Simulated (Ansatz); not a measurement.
Computed with DFT PBE, scalar-relativistic, plane waves, PAW in Ansatz 0.2.0. Settings: cutoff 420 eV, Γ-centred meshes spaced at most about 0.3 Å⁻¹, and about 0.25 Å⁻¹ or finer for metals (2π included), Gaussian smearing. No spin polarisation in the final relaxations.

All energies are static (0 K, no zero-point motion).

Two forms of CdBi3O were relaxed alike.

A.

```yaml
crystal:
  lattice:
    - [5.02238, 0.00000, 0.00000]
    - [0.00000, 5.02238, 0.00000]
    - [0.00000, 0.00000, 5.02238]
  atoms:
    - { symbol: Cd, position: [0.50000, 0.50000, 0.50000] }
    - { symbol: Bi, position: [0.50000, 0.00000, 0.00000] }
    - { symbol: Bi, position: [0.00000, 0.50000, 0.00000] }
    - { symbol: Bi, position: [0.00000, 0.00000, 0.50000] }
    - { symbol: O, position: [0.00000, 0.00000, 0.00000] }
```

B.

```yaml
crystal:
  lattice:
    - [3.41396, 0.00000, 0.00000]
    - [0.00000, 3.41396, 0.00000]
    - [0.00000, 0.00000, 12.07279]
  atoms:
    - { symbol: Cd, position: [0.00000, 0.00000, 0.50000] }
    - { symbol: Bi, position: [0.00000, 0.00000, 0.74163] }
    - { symbol: Bi, position: [0.00000, 0.00000, 0.25837] }
    - { symbol: Bi, position: [0.50000, 0.50000, 0.00000] }
    - { symbol: O, position: [0.00000, 0.00000, 0.00000] }
```

Problem. Which would you expect to be lower, and how large is the difference?

Solution. B is lower, by 59 meV/atom. A has the antiperovskite type, space group Pm-3m (No. 221), 25.3 Å³/atom and no gap on its mesh; B has space group P4/mmm (No. 123), 28.1 Å³/atom and no gap. Counting Bi or Cd atoms around O (for each partner element, those within 1.25 times its shortest distance or 1.15 times the sum of covalent radii, where it is the nearest in units of that sum or under 1.3), A has O 6 and B has O 4. The lower one is the more open, so pressure narrows the difference. Both come from invented guesses.

These runs have no spin–orbit coupling, which can matter for Bi. A magnetic state wasn't ruled out in cells without spin, among them Pm-3m. Cells relaxed within their symmetry can be saddle points.
